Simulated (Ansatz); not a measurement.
An Ansatz input:

```yaml
crystal:
  lattice:
    - [3.8080660129, 0.0, 0.0]
    - [0.0, 3.8080660129, 0.0]
    - [0.0, 0.0, 3.8080660129]
  atoms:
    - { symbol: Ba, position: [0.0, 0.0, 0.0] }
hamiltonian:
  xc: pbesol
  pseudopotentials:
    kind: paw
    azcp:
      Ba: "pseudopotentials/Ba.paw.azcp"
basis:
  ecutwfc: 420
  fft_grid_basis: typed
kpoints:
  mp_grid: { grid: [14, 14, 14], shift: [0, 0, 0] }
magnetization:
  spin_polarized: false
scf:
  occupations: { method: fermi_dirac, width: 0.1 }
```

and its output:

```
Warning: the record states the generating functional pbe (its physics header spells it `PBE`), which answers neither for hamiltonian.xc's functional nor for the pbesol family's — results may be inconsistent (PPs are generated against a specific XC)
Engine: ansatz 0.2.0, aarch64-unknown-linux-gnu
Pseudopotentials: kind: paw
Pseudopotential: Ba, paw, valence charge 10, recommended cutoff 420 eV (normal) 
Functional definition: PBEsol
  exchange = pbesol_x
  correlation = pbesol_c
Crystal: 1 atoms, lattice volume = 55.222 Å³
Basis set: ecut = 420 eV, 1045 PW (Γ)
Bands: 9, of which v1, the nominal top of the filled ones, is band 5 counted from 1 (4 counted from 0)
Symmetry: 48 space group operations
Space group: Pm-3m (ITA 221), of the structure as read, at distance tolerance 3.8e-5 Å
k-points: 120 of 2744
Non-local potential: Ba, projectors of the file, l = 0: 3, l = 1: 2, l = 2: 2, l = 3: 2
PAW form: soft (Blöchl's): semilocal exchange-correlation on the pseudo side does not see the compensation charge
PAW frozen core: Ba, regenerated for the run's functional, and the local potential with it (the file was generated under x = pbe(κ = 0.804, μ = 0.2195149727645171), c = pbe(β = 0.06672455060314922))
PAW one-centre angular grid: Ba, 194 points (default); XC on 64 Gauss nodes
Initial density: superposition of atomic densities (neutral atoms: chi_scale 0, normalization atom), corrected by the library's trained network
Initial wavefunctions: pseudopotential atomic-orbital guess
Functional: x = pbesol(κ = 0.804, μ = 0.12345679012345678), c = pbesol(β = 0.046)
SCF iter   1: F=—  HF=-5862.331362 eV  |F-HF|=—  |Δ(HF+E_count)|=         —  Δρ=1.79e-3  dr2=2.72e-3  ethr=1.77e-3  ⟨swp⟩=7.3  Hψ=10362  notcnv=0
SCF iter   2: F=—  HF=-5862.331478 eV  |F-HF|=—  |Δ(HF+E_count)|=   1.16e-4  Δρ=1.21e-3  dr2=1.53e-3  ethr=2.72e-5  ⟨swp⟩=1.6  Hψ=2222  notcnv=0
SCF iter   3: F=—  HF=-5862.331301 eV  |F-HF|=—  |Δ(HF+E_count)|=   1.78e-4  Δρ=5.20e-4  dr2=1.88e-4  ethr=1.53e-5  ⟨swp⟩=3.0  Hψ=1649  notcnv=0
SCF iter   4: F=—  HF=-5862.331246 eV  |F-HF|=—  |Δ(HF+E_count)|=   5.48e-5  Δρ=2.08e-4  dr2=3.37e-5  ethr=1.88e-6  ⟨swp⟩=2.0  Hψ=1610  notcnv=0
SCF iter   5: F=—  HF=-5862.331235 eV  |F-HF|=—  |Δ(HF+E_count)|=   1.14e-5  Δρ=3.02e-5  dr2=3.89e-7  ethr=3.37e-7  ⟨swp⟩=2.1  Hψ=1675  notcnv=0
SCF iter   6: F=-5862.331235 eV  HF=-5862.331235 eV  |F-HF|=1.08e-8  |Δ(HF+E_count)|=   7.96e-9  Δρ=4.08e-6  dr2=1.41e-8  ethr=1.00e-9  ⟨swp⟩=2.8  Hψ=2401  notcnv=0
SCF 1 converged in 6 iterations: F = -5862.331235 eV  dr2 = 1.41e-8
SCF converged after 6 iterations
Free energy (F): -5862.331235 eV
Harris-Foulkes:  -5862.331235 eV  (|F-HF|=1.08e-8)
Internal energy: -5862.295408 eV  (E = F + TS)
E sigma→0 (E₀):  -5862.313321 eV
Entropy (-TS):   -0.035827 eV (-35.827 meV/atom)
Fermi energy:    6.679616 eV
--- Per-component energies (eV) ---
  E_band       = -76.667528
  E_kinetic    = 167.552609
  E_local      = -360.177817  (includes V_loc(G=0)·N_el)
  E_nonlocal   = 58.608541
  E_hartree    = 114.227838
  E_xc         = -165.677115
  E_vxc        = -134.109768  (∫ρ·V_xc dr)
  E_paw        = -5140.539593  (= ΣΔE_a)
  E_vpaw       = -36.999051  (= ΣTr[D̂ρ^β])
  E_aug_tail   = -0.000002  (compensation charges beyond the density's cutoff)
  E_ewald      = -536.441302
  E_core_change = 0.151433  (= ΣΔE_core)
  E_smearing   = -0.035827  (= −TS)
  E_closure    = 0.000000  (closes the sum)
  Σ components = -5862.331235   (vs F -5862.331235, Δ=0.00e0)
```
